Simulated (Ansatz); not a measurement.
**Structures of HfMo3: which is lowest?**

Plane-wave DFT in Ansatz with scalar-relativistic PAW potentials, cutoff 420 eV, Γ-centred meshes chosen by cell and gap, Gaussian smearing with energies taken to zero width. Every cell was relaxed (cell and atoms) in a run of its own, within the symmetry of its start. Functional: PBE.

Relaxed structures (starts from databases or built by putting these elements on another compound's sites):
A. Pm-3m, 4 atoms in the computed cell, a = 4.116 Å; sites (symmetry × multiplicity) Hf m-3m × 1, Mo 4/mm.m × 3; start: built
B. P6_3/mmc, 8 atoms in the computed cell, a = 5.628 Å, c = 5.082 Å; sites (symmetry × multiplicity) Hf -6m2 × 2, Mo mm2 × 6; start: built

Q: Rank them by energy. Could pressure change the order?

A:
| structure | group | E − E(lowest) (meV/atom) | V (Å³/atom) | gap on mesh (eV) |
| --- | --- | --- | --- | --- |
| B | P6_3/mmc | 0.0 | 17.43 | 0.00 |
| A | Pm-3m | 59 | 17.43 | 0.00 |

B is lowest, 59 meV/atom under A. The two lowest differ in volume by under 3 %, too little for a first-order estimate of what pressure does to that pair (other pairs aren't weighed here); with rigid cells even 3 % in favour of the higher one would need about 18 GPa. Other structures may lie lower than all of these, and vibrations aren't counted.

Spin-orbit coupling is left out, which matters for the bands of heavy elements.